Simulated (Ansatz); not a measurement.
CuO in space group I4/mmm (No. 139; Cu on 2a, O on 2b), plane-wave PAW PBEsol (Ansatz code), all energies at zero smearing, with the estimated change up to a 700 eV cutoff added, with one set of potentials and settings (totals compare only within such a set). Cell of 8 atoms (4 Cu, 4 O): -28591.871 eV.

```tsv
element	reference phase	E (eV/atom)
Cu	Fm-3m, 1 atoms in the cell	-6588.7834
O	C2/m, 4 atoms in the cell, spin-polarised	-558.3609
```

Formation energy per atom, worked out: (-28591.871 − 4×(-6588.7834) − 4×(-558.3609))/8 = -0.412 eV/atom (-40 kJ per mol of atoms), at 0 K, without zero-point energy or fitted corrections.

The start of the workflow was typed in or built on a structure type; neither database checked (COD, Materials Project) lists it. It is not the phase usual at ambient conditions (space group No. 15). The PBEsol relaxation kept the symmetry of its start, as lowered by the spin order; whether a distortion lowers the energy is not shown. The final state is antiferromagnetic, the only order run, not a proven ground state. No Hubbard U is applied. The references are the lowest solids computed at this level, not always the standard phases (solids in place of the gases).

Potentials: the earlier of the program's two PAW sets. The files were generated under PBE; for other functionals the program regenerates the frozen cores, and for LDA and PBEsol the local potential too.
